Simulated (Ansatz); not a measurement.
**What DFT gives for HNCl₄**

```
CELL_PARAMETERS angstrom
8.05988 0.00000 0.00000
0.01688 8.06278 0.00000
-0.01172 -0.00618 3.95008
ATOMIC_POSITIONS crystal
H 0.00000 0.00000 0.00000
Cl 0.07500 0.26800 0.07000
Cl 0.74100 0.07100 0.06200
Cl 0.26600 0.93800 0.06100
N 0.01300 0.00300 0.61100
Cl 0.93400 0.74000 0.06000
```

Method: PBE, no spin polarisation; PAW, plane waves to 420 eV, 3×3×5 (shifted by 0, 0, 0.5 steps) mesh, fermi-dirac occupations (width 0.1 eV) (Ansatz 0.2.0), atoms fixed.

**Formation energy.** 1.55 eV an atom against the elements' usual phases (free molecules for gases, crystals otherwise, with no correction for O₂ or N₂), so at this geometry it isn't bound against them. Relaxing would lower it.
**At the Fermi level.** It is a metal on this mesh, though the bands barely overlap, with about 11 states/eV a cell as the mean within 0.25 eV of the Fermi level, mostly Cl p (86 %) and N p (13 %).
**Forces.** The largest is on N5: 3.77 eV/Å, components (0.06, -0.06, 3.77). It makes 5° with the line to a nearest neighbour, H1 at 1.54 Å, pointing towards it.
**Stress.** The pressure is -3.0 GPa (compression positive), so with the atoms held at these fractions the cell would first shrink; the forces are large, so a full relaxation may end otherwise. The principal stresses -5.4, -1.8, -1.7 GPa differ, so its shape would change too.

Origin: a known structure type with other elements, at an estimated volume, so it need not be a known compound. Caveats: the exchange-correlation potential is rough where the density is thin; many states at the Fermi level without spin polarisation, so a magnetic state may lie lower; the k mesh is coarse if the cell is a metal; atoms or cell far from equilibrium.
